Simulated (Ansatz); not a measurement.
## What a change of settings does to a run on LaGe$_{2}$

Structure from Materials Project entry mp-19761 (possibly hypothetical), not relaxed further.

First run: DFT, PBEsol, all-electron PAW with datasets made for the crystal, scalar-relativistic (Ansatz 0.2.0).

Command: `ansatz run input.yaml --threads 2 --pin off --max-ram 6144MiB --backend cpu --events-out ev --progress --plain --runs-dir out` The run took about 72 s on 2 threads of a shared machine.

```yaml
crystal:
  lattice:
    - [-2.160492, 2.160492, 7.840547]
    - [2.160492, -2.160492, 7.840547]
    - [2.160492, 2.160492, -7.840547]
  atoms:
    - { symbol: La, position: [0.25, 0.75, 0.5] }
    - { symbol: La, position: [0.5, 0.5, 0.0] }
    - { symbol: Ge, position: [0.667876, 0.167876, 0.5] }
    - { symbol: Ge, position: [0.082124, 0.082124, 0.0] }
    - { symbol: Ge, position: [0.832124, 0.332124, 0.5] }
    - { symbol: Ge, position: [0.917876, 0.917876, 0.0] }
kpoints:
  mp_grid: { grid: [9, 9, 9] }
  band_path:
    path:
      - [0.0, 0.0, 0.0]
      - [0.0, 0.0, 0.5]
      - [0.25, 0.25, 0.25]
      - [0.0, 0.5, 0.0]
      - [0.0, 0.0, 0.0]
      - [0.5, 0.5, -0.5]
      - [0.268982465, 0.731017535, -0.268982465]
      - [-0.268982465, 0.268982465, 0.268982465]
      - [0.0, 0.0, 0.0]
    npoints: 8
scf:
  occupations: { method: fermi_dirac, width: 0.08 }
hamiltonian:
  xc: pbesol
  pseudopotentials: { kind: all_electron, datasets: crystal }
output:
  forces: true
  stress: true
  eigenvalues: true
  efg: { contact_densities: true }
```

Result: converged; pressure -3.05 GPa; largest force 0.062 eV/Å; no gap on the k mesh; 10 SCF iterations.

Spin–orbit coupling is left out, though it moves levels of the heavy atoms by tenths of an eV or more.

The input is then changed:

```diff
@@ -27,4 +27,5 @@
 scf:
   occupations: { method: fermi_dirac, width: 0.08 }
+  n_extra_bands: 32
 hamiltonian:
   xc: pbesol
```

Predict the outcome of the changed run.

It converged; energy at zero smearing 0.0 meV/atom from the first run; pressure -3.05 GPa; largest force 0.062 eV/Å; no gap on the k mesh; 10 SCF iterations.

The results part of its log:

```
SCF 1 converged in 10 iterations: F = -690342.542331 eV  dr2 = 9.86e-9
  Residual-converged pass: ⟨swp⟩=4.0  Hψ=9874  notcnv=0  max |occ|·‖R‖ = 6.6e-6 eV (tolerance 6.7e-6 eV)  dr2=1.03e-8  dr2_onsite=1.68e-9  max |Δocc| = 2.1e-9
  greatest PAW one-centre occupation: 0.995 electrons in one spin orbital (limit 2), on the Ge atom at site 2 (counted from 0), in its partial waves of l = 2
NSCF: frozen V_eff on 65 k-points
SCF converged after 10 iterations
Free energy (F): -690342.542331 eV
Harris-Foulkes:  -690342.542331 eV  (|F-HF|=5.36e-9)
Internal energy: -690342.490118 eV  (E = F + TS)
E sigma→0 (E₀):  -690342.516225 eV
Entropy (-TS):   -0.052213 eV (-8.702 meV/atom)
Past the cutoff: the bands carry plane waves up to 1.75 times it, of which those up to 1.5 times it add -0.000408 eV an atom, each by itself; the spheres take 0.000514 eV an atom off the energy for waves past 1.75 times it
By the cutoff:   a pressure is off by up to 0.008 GPa (1.2 times the spheres' own share and the shells' term, over an atom's volume, and 0.004 GPa: a bound that held against runs at twice the plane waves)
Past the cutoffs: a stress includes 0.0037 GPa for waves and charges beyond them, in addition to the slope of what the spheres take
In the spheres:  the bands' charges fall short by 1.6e-6 e at most (sound up to 1e-3)
Fermi energy:    13.538601 eV
--- Per-component energies (eV) ---
  The terms above E_closure are by the made datasets' own strengths, without shells solved beside the bands.
--- Forces (eV/Å), atoms counted from 1 ---
  atom   1  La    -0.00000000    -0.00000000     0.00000000
  atom   2  La    -0.00000000     0.00000000     0.00000000
  atom   3  Ge    -0.00000000     0.00000000     0.06196104
  atom   4  Ge     0.00000000     0.00000000    -0.06196104
  atom   5  Ge     0.00000000     0.00000000    -0.06196104
  atom   6  Ge     0.00000000     0.00000000     0.06196104
  max |Σ_I F_I| component: 1.39e-17 eV/Å
--- Stress (GPa, compression-positive) ---
       -2.996297      -0.000000       0.000000
       -0.000000      -2.996297       0.000000
        0.000000       0.000000      -3.159574
  P = ⅓ Tr σ = -3.0507 GPa (-30.507 kbar)
--- PAW observables at the nuclei: V_zz in 10²¹ V/m², potentials from the cell's mean, atoms counted from 1 ---
  atom   1  La V_zz =    +3.480318   η = 0.0000   by run symmetry: allowed
            electrostatic potential = -9873.436023 V   contact ρ = 2243558.687776 e/Å³
  atom   2  La V_zz =    +3.480318   η = 0.0000   by run symmetry: allowed
            electrostatic potential = -9873.436023 V   contact ρ = 2243558.687776 e/Å³
  atom   3  Ge V_zz =    -8.729823   η = 0.1493   by run symmetry: allowed
            electrostatic potential = -4323.667575 V   contact ρ = 209929.143677 e/Å³
  atom   4  Ge V_zz =    -8.729823   η = 0.1493   by run symmetry: allowed
            electrostatic potential = -4323.667575 V   contact ρ = 209929.143677 e/Å³
  atom   5  Ge V_zz =    -8.729823   η = 0.1493   by run symmetry: allowed
            electrostatic potential = -4323.667575 V   contact ρ = 209929.143677 e/Å³
  atom   6  Ge V_zz =    -8.729823   η = 0.1493   by run symmetry: allowed
            electrostatic potential = -4323.667575 V   contact ρ = 209929.143677 e/Å³
--- Band table (eV; the first three rows and the last of 75) ---
  k-point 0: bands = ["-19.2909", "-19.2744", "-11.0209", "-11.0126", "-11.0126", "-10.9443", "-10.9125", "-10.8951", "-10.8901", "-10.8858", "-10.8819", "-10.8755", "-10.8755", "-10.8280", "-10.8280", "-10.8025", "-10.8025", "-10.7969", "-10.7890", "-10.7735", "-10.7700", "-10.7579", "-3.2434", "-2.9067", "-2.9067", "-2.9039", "-2.9039", "-2.8940", "2.1307", "4.0884", "5.1666", "9.9412", "10.7114", "10.8161", "10.8161", "11.8081", "11.8081", "12.8789", "12.9430", "13.0308", "14.5001", "14.7392", "14.7392", "14.8732", "14.8732", "15.2868", "15.3837", "15.4187", "15.4366", "15.5033", "15.5033", "15.5601", "15.5601", "15.6255", "15.7163", "16.0560", "16.2653", "16.3439", "16.3439", "16.6351", "16.6351", "16.6872", "17.3698", "17.4573"]
  k-point 1: bands = ["-19.2872", "-19.2719", "-11.0329", "-11.0149", "-10.9963", "-10.9514", "-10.9236", "-10.9022", "-10.8900", "-10.8823", "-10.8777", "-10.8715", "-10.8704", "-10.8263", "-10.8260", "-10.8038", "-10.8026", "-10.7926", "-10.7883", "-10.7730", "-10.7694", "-10.7585", "-3.2154", "-2.9602", "-2.9453", "-2.9434", "-2.9316", "-2.8837", "2.3446", "4.1222", "5.2654", "9.1217", "10.0237", "10.7321", "11.2824", "11.7171", "11.7997", "13.0175", "13.3041", "13.4650", "14.1055", "14.3487", "14.6517", "14.9820", "15.0451", "15.2466", "15.3895", "15.4080", "15.4175", "15.4530", "15.5019", "15.5466", "15.5557", "15.5847", "15.6780", "15.6971", "16.0693", "16.3995", "16.4928", "16.8322", "16.8606", "16.9534", "17.1366", "18.2893"]
  k-point 2: bands = ["-19.2779", "-19.2657", "-11.0418", "-11.0183", "-10.9750", "-10.9706", "-10.9463", "-10.9106", "-10.8883", "-10.8824", "-10.8684", "-10.8675", "-10.8587", "-10.8228", "-10.8205", "-10.8049", "-10.8021", "-10.7871", "-10.7836", "-10.7725", "-10.7677", "-10.7601", "-3.1461", "-3.0682", "-3.0199", "-3.0188", "-2.9992", "-2.8834", "2.8382", "4.2781", "5.2273", "8.1544", "9.3633", "10.2437", "10.8672", "11.7675", "12.2679", "12.5471", "13.4941", "13.6729", "14.0015", "14.1459", "15.1443", "15.1551", "15.2738", "15.3249", "15.3626", "15.3654", "15.4075", "15.4535", "15.4747", "15.4830", "15.4979", "15.5740", "15.7211", "15.8564", "16.1168", "17.0740", "17.1901", "17.2790", "17.3382", "17.4714", "17.4769", "17.7955"]
  k-point 74: bands = ["-19.2813", "-19.2809", "-11.0210", "-11.0131", "-10.9938", "-10.9819", "-10.9194", "-10.9083", "-10.8874", "-10.8864", "-10.8571", "-10.8539", "-10.8535", "-10.8523", "-10.8212", "-10.8177", "-10.7936", "-10.7934", "-10.7927", "-10.7908", "-10.7590", "-10.7581", "-3.0854", "-3.0712", "-2.9672", "-2.9296", "-2.9103", "-2.8713", "2.8620", "2.9038", "7.0830", "7.2795", "10.2322", "10.8109", "11.5159", "11.7881", "11.9963", "12.7224", "13.7215", "13.9470", "14.4145", "14.4954", "14.9663", "15.0413", "15.2263", "15.2413", "15.3027", "15.3347", "15.4409", "15.4907", "15.5008", "15.5912", "15.6283", "15.6813", "15.6886", "15.8659", "16.2621", "16.2945", "16.3206", "16.5542", "16.7866", "17.0392", "17.3468", "17.8235"]
```
